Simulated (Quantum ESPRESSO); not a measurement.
Ir3W4Pd, a guest atom moved from site to site

A calculation, not a measurement. The program is pw.x of Quantum ESPRESSO 7.5 (plane-wave density functional theory). The cell is made up: eight metal atoms on a hexagonal close-packed lattice, with elements, volume, strain and displacements drawn at random and not relaxed, so it may be unstable or far from any real phase. PseudoDojo standard norm-conserving files set the functional (PBE unless stated); there is no spin polarisation or spin-orbit coupling, the Fermi-Dirac width of 0.25 eV means electrons at about 2900 K, and the masses in the input are unused placeholders. Heavy elements are run without spin-orbit coupling, which real alloys of them have. A spin test at this wide smearing found no moment, but such smearing suppresses magnetism that the real alloy may have.

The runs move one Ir atom among sites that otherwise hold W. Cell, positions, cutoff, mesh and smearing stay as in the input of run 1; sites are counted in its order. Stress in the tables is positive in tension.

Input of run 1:

```
&control calculation='scf', pseudo_dir='./dojo.nc.sr.pbe.v0_5.standard.upf', outdir='./o', disk_io='minimal', tprnfor=.true., tstress=.true. /
&system ibrav=0, nat=8, ntyp=3, nbnd=81, ecutwfc=82.02448710, nosym=.true., tot_charge=0,
 occupations='smearing', smearing='fd', degauss=0.0183746611
/
&electrons conv_thr=1.470e-08, electron_maxstep=70, mixing_beta=0.5 /
ATOMIC_SPECIES
Ir 1.0 Ir.upf
Pd 1.0 Pd.upf
W 1.0 W.upf
CELL_PARAMETERS angstrom
2.904 -0.0517 4.5078
2.7939 -0.0276 -4.4386
-2.9175 4.984 -0.0477
ATOMIC_POSITIONS angstrom
Ir 0.059 -0.0377 0.0146
Ir -1.5444 2.4309 -0.0664
W 2.7254 1.5826 -2.2213
Pd 1.3087 4.0765 -2.1689
Ir 2.8128 -0.0475 0.056
W 1.2955 2.481 0.0845
W 2.8066 1.5687 2.2972
W 1.3955 4.0827 2.1578
K_POINTS automatic
5 6 5 1 1 1
```

| run | elements on sites 1 to 8 | free energy less that of run 1 (eV) | -TS (eV) | pressure (GPa) | stress xx (GPa) | stress yy (GPa) | stress zz (GPa) | stress yz (GPa) | stress xz (GPa) | stress xy (GPa) | iterations |
| --- | --- | --- | --- | --- | --- | --- | --- | --- | --- | --- | --- |
| 1 | Ir Ir W Pd Ir W W W | 0.000 | -1.452 | -5.86 | 7.54 | 8.41 | 1.63 | -1.09 | 2.74 | -4.12 | 19 |
| 2 | Ir W Ir Pd Ir W W W | -0.227 | -1.458 | -5.95 | 7.86 | 8.00 | 1.99 | -0.74 | 2.27 | -4.59 | 20 |
| 3 | Ir W W Pd Ir Ir W W | -0.049 | -1.463 | -6.00 | 7.37 | 9.50 | 1.14 | -0.77 | 2.50 | -3.87 | 20 |
| 4 | Ir W W Pd Ir W Ir W | -0.186 | -1.453 | -5.99 | 8.30 | 8.40 | 1.28 | -1.15 | 2.93 | -2.96 | 20 |
| 5 | Ir W W Pd Ir W W Ir | 0.207 | -1.484 | -5.19 | 6.51 | 9.48 | -0.43 | -0.92 | 2.18 | -3.75 | 19 |

Forces Fx Fy Fz (eV/Å):

| site | run 1 | run 2 | run 3 | run 4 | run 5 |
| --- | --- | --- | --- | --- | --- |
| 1 | -0.08 0.03 -0.52 | -0.32 -0.34 -0.42 | -0.47 0.04 -0.11 | -0.29 -0.22 -0.21 | -0.22 0.12 -0.41 |
| 2 | 0.39 0.97 0.06 | 0.17 0.56 0.29 | 0.20 0.42 0.63 | 0.28 0.58 0.36 | 0.31 0.90 -0.07 |
| 3 | -0.39 -0.19 0.60 | -0.28 -0.10 0.39 | -0.39 -0.16 0.17 | -0.09 0.34 0.36 | -0.17 -0.73 0.26 |
| 4 | 0.15 0.01 -0.28 | 0.10 -0.10 -0.42 | 0.15 -0.01 -0.54 | 0.17 0.03 -0.46 | 0.13 0.09 -0.38 |
| 5 | -0.48 -0.25 -0.12 | -0.20 -0.37 0.08 | -0.07 -0.18 0.12 | -0.10 -0.47 -0.05 | -0.31 -0.11 -0.06 |
| 6 | 0.40 -0.22 -0.95 | 0.27 -0.21 -0.72 | 0.50 -0.29 -0.63 | 0.50 -0.43 -0.70 | 0.43 0.19 -0.38 |
| 7 | 0.41 -0.65 0.02 | 0.11 0.11 -0.01 | 0.41 -0.39 -0.25 | 0.28 -0.17 -0.13 | 0.16 -0.77 -0.12 |
| 8 | -0.40 0.31 1.20 | 0.16 0.45 0.80 | -0.33 0.56 0.61 | -0.76 0.35 0.82 | -0.33 0.31 1.17 |

The sites are displaced and not relaxed, so the energy differences mix bonding between neighbours with strain and are not ordering energies. A rerun of one cell of this series at a higher cutoff and on a denser mesh moved values by no more than 0.004 eV in energy, 0.02 GPa in stress and 0.004 eV/Å in force, and a second program with other atomic files agreed on that cell to 2 % rms in force and 0.5 GPa in pressure.